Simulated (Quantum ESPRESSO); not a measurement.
Space group P6₃mc (No. 186); a = 4.196 Å, b = 4.196 Å, c = 6.870 Å, α = 90.00°, β = 90.00°, γ = 120.00°

```csv
atom,site,symmetry,x,y,z
S,2b,3m.,0.3333,0.6667,0.3749
Hg,2b,3m.,0.3333,0.6667,0.0001
```

The geometry is that of Materials Project entry mp-973676, symmetrised and not relaxed again.

Question: What does PBEsol (Quantum ESPRESSO, PseudoDojo norm-conserving, 66 Ry, without SOC) give for the electronic structure near the Fermi level?

Answer: At this level the gap is closed or nearly so: along the path the highest valence and lowest conduction bands touch, or overlap by less than 0.6 eV, a zero-gap or semimetallic result; the valence top lies at Γ, the conduction bottom at Γ. Semilocal functionals close the gaps of some narrow-gap semiconductors, so this alone doesn't show that the compound has none. Without spin-orbit coupling, band edges of such heavy elements can be off by tenths of an eV.

This is not the ordinary phase of the substance; no match was found in the copy of COD used, and its stability was not checked.
